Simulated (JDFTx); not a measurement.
System: TiTe2 monolayer (P-3m1 bulk; lattice of mp-1907, not re-optimised at this level), 1x1 cell of 3 atoms in 3 planes (Te outermost), area 12.67 Å² a face, 3.4 Å between the outermost planes in a cell 19.4 Å high; k mesh 6×6×1, Fermi width 0.01 Ha, no spin polarisation. Whether this polymorph is the ambient one wasn't checked. A free-standing single layer at the bulk's in-plane lattice is a model cell. Neither spin polarisation nor a larger cell was tried.

Computed with a modified build of JDFTx: PBE, GBRV ultrasoft potentials, plane waves to 20/100 Ha. Liquid: CANDLE, water, 1 M NaF. The neutral cell holds 24 valence electrons and has two faces of 12.665 Å² each. Last filling lines of the neutral and of a charged run (μ in hartree, zero in the bulk liquid):

```
FillingsUpdate:  mu: -0.174334984  nElectrons: 24.000000
FillingsUpdate:  mu: -0.203292228  nElectrons: 23.873500
```

Worked example: both potentials, by the convention U = −μ/e − 4.44 V vs SHE, the surface charge density and the mean capacitance.

U_pzc = 0.17433 × 27.2114 − 4.44 = 0.30 V; U = 0.20329 × 27.2114 − 4.44 = 1.09 V. The cell has -0.1265 excess electrons, a net charge of 0.1265 e, shared by two faces: σ = 0.1265 e / (2 × 12.665 Å²) = 0.00499 e/Å² = 8.0 μC/cm² (1 e/Å² = 1602.18 μC/cm²). C = σ/(U − U_pzc) = 8.0/0.79 ≈ 10 μF/cm².
